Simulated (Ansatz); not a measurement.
Structure: Ga₂SbN as one 8-atom ordering (I-42d) on the zincblende lattice, at its r2SCAN minimum. The symmetry is I-42d (No. 122, tetragonal); a = 5.349 Å, c = 10.241 Å in the conventional setting, 18.31 Å³ an atom. N is surrounded by 4 Ga at 2.02 Å; Ga is surrounded by 2 N at 2.02 Å and 2 Sb at 2.62 Å; Sb is surrounded by 4 Ga at 2.62 Å.

```yaml
crystal:
  lattice:
    - [-2.67453, 2.67453, 5.12073]
    - [2.67453, -2.67453, 5.12073]
    - [2.67453, 2.67453, -5.12073]
  atoms:
    - { symbol: N, position: [0.00000, 0.00000, 0.00000] }
    - { symbol: Ga, position: [0.62500, 0.72242, 0.59742] }
    - { symbol: N, position: [0.25000, 0.75000, 0.50000] }
    - { symbol: Ga, position: [0.97242, 0.37500, 0.09742] }
    - { symbol: Sb, position: [0.50000, 0.50000, 0.00000] }
    - { symbol: Ga, position: [0.12500, 0.02758, 0.40258] }
    - { symbol: Sb, position: [0.75000, 0.25000, 0.50000] }
    - { symbol: Ga, position: [0.27758, 0.87500, 0.90258] }
```

3 runs of the plane-wave code Ansatz on this cell differ in the functional (and in the settings that go with it). Levels are in eV from each run's valence top; v1 is the last filled band, c1 the first empty one.

Run A, mean stress 0.0 GPa (compression positive):
```tsv
point	v5	v3	v1	c1	c2	c3
Γ	-2.52	-0.59	-0.20	0.32	1.34	1.74
X	-2.23	-1.51	-0.24	1.41	1.41	3.97
P	-2.27	-1.21	-1.18	2.32	2.32	3.57
```

Run B, mean stress -0.4 GPa (compression positive):
```tsv
point	v5	v3	v1	c1	c2	c3
Γ	-2.65	-0.68	-0.28	0.71	1.58	2.13
X	-2.45	-1.64	-0.21	1.80	1.80	4.45
P	-2.47	-1.30	-1.18	2.73	2.73	4.07
```

Run C, mean stress +3.1 GPa (compression positive):
```tsv
point	v5	v3	v1	c1	c2	c3
Γ	-2.38	-0.55	-0.22	-0.01	1.05	1.50
X	-2.13	-1.44	-0.21	1.13	1.13	3.60
P	-2.18	-1.17	-1.15	2.10	2.10	3.15
```

Problem. Match the runs to PBE, r2SCAN, HSE06.

Solution. A is r2SCAN, B is HSE06, C is PBE. In order of the gap: PBE none (overlap 0.01), r2SCAN 0.32, HSE06 0.71 eV. The stress vanishes for r2SCAN, which relaxed the cell.

No spin polarisation. The prototype was imposed, so other structures may be more stable.

No spin-orbit coupling is included; it can move band edges with weight on the heavy atoms by tenths of an eV.

The stress of a hybrid is loosely converged in these runs.

Gaps or overlaps of about a tenth of an eV are at the limit of these meshes: between the points read a gap can be smaller or closed.

The meshes of the hybrids are coarse, so their gaps aren't converged to the digits shown.
